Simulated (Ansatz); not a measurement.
**MgMnAlS₄, one structure, two calculations**

Cell: a Materials Project structure (computed, not necessarily an observed phase).

Space group Imma (No. 74); a = 7.2772, b = 7.3128, c = 10.1842 Å.

| site | Wyckoff | site symmetry | x | y | z |
| --- | --- | --- | --- | --- | --- |
| Mg | 4e | mm2 | 0.0000 | 0.2500 | 0.6246 |
| Mn | 4a | 2/m.. | 0.0000 | 0.5000 | 0.0000 |
| Al | 4c | .2/m. | 0.2500 | 0.2500 | 0.2500 |
| S7 | 8i | .m. | 0.2291 | 0.7500 | 0.9860 |
| S8 | 8h | m.. | 0.0000 | 0.0256 | 0.2389 |

One atom of each set is listed; the run and its k-mesh use a cell of 14 atoms with edges of 7.25, 7.25, 7.25 Å.

First run. All values are calculated (Ansatz; DFT, PBE, plane waves and PAW, scalar-relativistic, collinear spin, 420 eV cutoff, Γ-centred 6×6×6 k-points, Fermi–Dirac smearing 0.02 eV), not measured. Start moments as typed (μB): 4 on each Mn, none on the rest.

```json
{"site": "Mn", "V_zz (10²¹ V/m²)": "1.22", "η": "0.38", "m (μB)": "3.61"}
{"site": "Al", "V_zz (10²¹ V/m²)": "-0.64", "η": "0.54", "m (μB)": "0.02"}
{"site": "S7", "V_zz (10²¹ V/m²)": "1.98", "η": "0.96", "m (μB)": "0.00"}
{"site": "S8", "V_zz (10²¹ V/m²)": "2.46", "η": "0.56", "m (μB)": "-0.01"}
```

Second run. The same atoms and settings, except that the mesh is 7×7×7 and the Fermi–Dirac smearing is 0.05 eV.

Q: Given the first result, estimate the second.

A: 

| site | V_zz | η | change of V_zz | m (μB) |
| --- | --- | --- | --- | --- |
| Mn | 1.00 | 0.48 | -0.22 | 3.61 |
| Al | -0.63 | 0.55 | +0.01 | 0.02 |
| S7 | -1.92 | 0.93 | – | 0.00 |
| S8 | 2.36 | 0.59 | -0.10 | -0.01 |

The largest change of V_zz along a kept axis is on Mn, from 1.22 to 1.00. In per cent, |V_zz| changes by -4 on S (all sites that start above 2). On S7 the largest principal value lies along another axis in the second run, so the two V_zz can't be compared directly. Sites with |V_zz| of 0.02 or less aren't listed.

Semilocal functionals can leave a metal where correlation in the d or f shell opens a gap in the real compound, and that would change the values at and beside Mn. All moments are parallel here, as the start or the cell imposes; many such compounds order antiparallel, where fields and spin densities carried over to other atoms largely cancel. The magnetic order is the one that the run reached from its start moments, not necessarily the measured one.
